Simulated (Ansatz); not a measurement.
An Ansatz input:

```yaml
crystal:
  lattice:
    - [0.0, 3.359191672, 3.359191672]
    - [3.359191672, 0.0, 3.359191672]
    - [3.359191672, 3.359191672, 0.0]
  atoms:
    - { symbol: Hg, position: [0.125, 0.125, 0.125] }
    - { symbol: Hg, position: [0.875, 0.875, 0.875] }
hamiltonian:
  xc: pbesol
  pseudopotentials:
    kind: paw
    azcp:
      Hg: "pseudopotentials/Hg.paw.azcp"
basis:
  ecutwfc: 420
  fft_grid_basis: typed
kpoints:
  mp_grid: { grid: [9, 9, 9], shift: [0, 0, 0] }
magnetization:
  spin_polarized: false
scf:
  occupations: { method: fermi_dirac, width: 0.1 }
  lower_state_search: "off"
output:
  stress: true
```

Output

```
Warning: the record states the generating functional pbe (its physics header spells it `PBE`), which answers neither for hamiltonian.xc's functional nor for the pbesol family's — results may be inconsistent (PPs are generated against a specific XC)
Engine: ansatz 0.2.0, x86_64-unknown-linux-gnu
Pseudopotentials: kind: paw
Pseudopotential: Hg, paw, valence charge 20, recommended cutoff 420 eV (normal) 
Functional definition: PBEsol
  exchange = pbesol_x
  correlation = pbesol_c
Crystal: 2 atoms, lattice volume = 75.811 Å³
Basis set: ecut = 420 eV, 1459 PW (Γ)
Bands: 24, of which v1, the nominal top of the filled ones, is band 20 counted from 1 (19 counted from 0)
Symmetry: 48 space group operations
Space group: Fd-3m (ITA 227), of the structure as read, at distance tolerance 4.2e-5 Å
k-points: 35 of 729
Non-local potential: Hg, projectors of the file, l = 0: 3, l = 1: 2, l = 2: 2, l = 3: 1
PAW form: soft (Blöchl's): semilocal exchange-correlation on the pseudo side does not see the compensation charge
PAW frozen core: Hg, regenerated for the run's functional, and the local potential with it (the file was generated under x = pbe(κ = 0.804, μ = 0.2195149727645171), c = pbe(β = 0.06672455060314922))
PAW one-centre angular grid: Hg, 590 points (default); XC on 64 Gauss nodes
Initial density: superposition of atomic densities (neutral atoms: chi_scale 0, normalization atom), corrected by the library's trained network
Initial wavefunctions: pseudopotential atomic-orbital guess
Functional: x = pbesol(κ = 0.804, μ = 0.12345679012345678), c = pbesol(β = 0.046)
SCF iter   1: F=—  HF=-27335.587305 eV  |F-HF|=—  |Δ(HF+E_count)|=         —  Δρ=1.83e-3  dr2=2.43e-3  ethr=1.77e-3  ⟨swp⟩=5.5  Hψ=3329  notcnv=0
SCF iter   2: F=—  HF=-27335.588636 eV  |F-HF|=—  |Δ(HF+E_count)|=   1.33e-3  Δρ=8.33e-4  dr2=5.05e-4  ethr=6.09e-6  ⟨swp⟩=2.1  Hψ=1531  notcnv=0
SCF iter   3: F=—  HF=-27335.588684 eV  |F-HF|=—  |Δ(HF+E_count)|=   4.80e-5  Δρ=1.66e-4  dr2=1.10e-5  ethr=1.26e-6  ⟨swp⟩=2.0  Hψ=1262  notcnv=0
SCF iter   4: F=—  HF=-27335.588708 eV  |F-HF|=—  |Δ(HF+E_count)|=   2.36e-5  Δρ=3.46e-5  dr2=3.56e-7  ethr=2.74e-8  ⟨swp⟩=2.0  Hψ=1484  notcnv=0
iter 5 did not close the SCF: its close was put off for the readings that it lacked (scf_convergence_deferred on its scf_iter line)
SCF iter   5: F=-27335.588710 eV  HF=-27335.588710 eV  |F-HF|=1.07e-7  |Δ(HF+E_count)|=   1.74e-6  Δρ=8.10e-6  dr2=2.57e-8  ethr=8.89e-10  ⟨swp⟩=2.1  Hψ=1269  notcnv=0
SCF iter   6: F=-27335.588710 eV  HF=-27335.588710 eV  |F-HF|=6.08e-10  |Δ(HF+E_count)|=   1.22e-7  Δρ=8.25e-7  dr2=5.24e-10  ethr=6.44e-11  ⟨swp⟩=2.4  Hψ=2961  notcnv=0
SCF 1 converged in 6 iterations: F = -27335.588710 eV  dr2 = 5.24e-10
SCF converged after 6 iterations
Free energy (F): -27335.588710 eV
Harris-Foulkes:  -27335.588710 eV  (|F-HF|=6.08e-10)
Internal energy: -27335.556701 eV  (E = F + TS)
E sigma→0 (E₀):  -27335.572705 eV
Entropy (-TS):   -0.032009 eV (-16.004 meV/atom)
Fermi energy:    7.924838 eV
--- Per-component energies (eV) ---
  E_band       = -1060.455638
  E_kinetic    = 1208.925110
  E_local      = -7070.788871  (includes V_loc(G=0)·N_el)
  E_nonlocal   = 152.483630
  E_hartree    = 3031.160270
  E_xc         = -436.827577
  E_vxc        = -521.817174  (∫ρ·V_xc dr)
  E_paw        = -19602.915547  (= ΣΔE_a)
  E_vpaw       = -891.582910  (= ΣTr[D̂ρ^β])
  E_aug_tail   = 0.001805  (compensation charges beyond the density's cutoff)
  E_ewald      = -4618.252822
  E_core_change = 0.657303  (= ΣΔE_core)
  E_smearing   = -0.032009  (= −TS)
  E_closure    = -0.000000  (closes the sum)
  Σ components = -27335.588710   (vs F -27335.588710, Δ=0.00e0)
--- Stress (GPa, compression-positive) ---
       -0.600436       0.000000      -0.000000
       -0.000000      -0.600436       0.000000
        0.000000      -0.000000      -0.600436
  P = ⅓ Tr σ = -0.6004 GPa (-6.004 kbar)
```

Launched by

```sh
ansatz run input.yaml --threads 2 --pin off --max-ram 5120MiB --backend cpu --events-out ev --progress --plain --runs-dir out
```

On 2 threads of Intel(R) Xeon(R) Platinum 8488C (Sapphire Rapids) (shared host) this took about 1.1 s of wall time and 1.9 s of CPU time.
